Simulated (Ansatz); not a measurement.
# From barrier to diffusion: Au in Si

Computed with DFT PBE, scalar-relativistic, plane waves, PAW in Ansatz 0.2.0. Settings: 420 eV cutoff, 2×2×2 k-mesh, Gaussian smearing of 0.02 eV, no spin polarisation.

Host crystal, relaxed:

```yaml
crystal:
  lattice:
    - [0.00000, 2.73505, 2.73505]
    - [2.73505, 0.00000, 2.73505]
    - [2.73505, 2.73505, 0.00000]
  atoms:
    - { symbol: Si, position: [0.75000, 0.75000, 0.75000] }
    - { symbol: Si, position: [0.50000, 0.50000, 0.50000] }
```

In a supercell of 54 host sites with charge +1, interstitial Au hops to an equivalent place, moving 1.93 Å. Climbing-image nudged elastic band at fixed cell; the order of the saddle wasn't checked, and the small cell leaves errors of about a tenth of an eV.

Spin-orbit coupling is left out, which matters for the bands and energies of heavy elements.

```tsv
image	path (Å)	E − E(0) (eV)
0	0.00	0.000
1	0.42	0.022
2	0.84	0.064
3	1.26	0.096
4	1.67	0.066
5	2.09	0.023
6	2.50	0.000
```

**Question.** What are the barriers forward and back, and what attempt frequency does the shape suggest?

**Answer.** Forward 0.10 eV, back 0.10 eV, the ends being level. For a sinusoidal profile E_b sin²(πx/l), with the Au atom alone moving, ν = (1/l)√(E_b/2m) = 7.9×10¹¹ s⁻¹, far from the customary 10¹³ s⁻¹; a true prefactor needs the vibrations at the minimum and at the saddle.

**Question.** With ν = 10¹³ s⁻¹, give the forward jump rate along this one path, the wait 1/k for that jump, the diffusivity D ≈ l²k and the distance √(Dt) covered in an hour at 300, 600 and 1000 K, taking the host as solid throughout.

**Answer.** k = ν exp(−E_b/k_BT):
```tsv
T (K)	k (1/s)	wait (s)	D (cm²/s)	√(Dt) in 1 h (nm)
300	2.4×10¹¹	4.2×10⁻¹²	9.0×10⁻⁵	5.7×10⁶
600	1.6×10¹²	6.4×10⁻¹³	5.8×10⁻⁴	1.4×10⁷
1000	3.3×10¹²	3.1×10⁻¹³	1.2×10⁻³	2.1×10⁷
```

D = l²k holds for six equivalent jumps in three dimensions (z l²k/6) and is a scale otherwise. Long-range transport needs a connected net of such jumps, and traps slow it. D is that of an interstitial already there. An error of 0.1 eV in the barrier changes k by a factor of 48 at 300 K and 3.2 at 1000 K.

Cost: 1 run of about 66 core-minutes, on Intel Xeon Platinum 8259CL (Skylake/Cascade Lake) (shared hosts).